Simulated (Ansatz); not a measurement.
InSe:
```xyz
8
Lattice="4.0321 0.0000 0.0000 -2.0161 3.4919 0.0000 0.0000 0.0000 16.7655" Properties=species:S:1:pos:R:3 pbc="T T T"
In     0.0000     2.3280     5.5882
In     2.0161     1.1640    11.1774
In     2.0161     1.1640    13.9709
In     0.0000     2.3280     2.7946
Se     0.0000     2.3280     9.8906
Se     2.0161     1.1640     6.8749
Se     2.0161     1.1640     1.5079
Se     0.0000     2.3280    15.2577
```

Relaxed with PBE+D3(BJ). Special points in fractions of this cell's reciprocal vectors: Γ (0.000, 0.000, 0.000); M (0.500, 0.000, 0.000); K (0.333, 0.333, 0.000); A (0.000, 0.000, 0.500); L (0.500, 0.000, 0.500); H (0.333, 0.333, 0.500).

**Question.** List the band energies nearest the valence-band maximum at these points for PBE+D3(BJ) with spin–orbit coupling in the plane-wave PAW code Ansatz.

**Answer.** In eV from the valence-band maximum; about four levels below and three above (degenerate sets whole), none deeper than 8.9 eV; points with the same levels are listed once.

| k | below | above |
|---|---|---|
| Γ | -0.98 -0.98 0.00 0.00 | 0.34 0.34 1.71 1.71 |
| M | -1.94 -1.94 -1.36 -1.36 | 1.10 1.10 1.19 1.19 |
| K | -1.76 -1.76 -1.66 -1.66 | 1.48 1.48 2.07 2.07 |
| A | -0.89 -0.89 -0.89 -0.89 | 1.20 1.20 1.20 1.20 |
| L | -1.71 -1.71 -1.71 -1.71 | 1.43 1.43 1.43 1.43 |
| H | -1.61 -1.61 -1.52 -1.52 | 1.72 1.72 1.74 1.74 |

Space group P6_3/mmc. Symmetry was held in the PBE+D3(BJ) relaxation.

Potentials: the later of the program's two PAW sets.
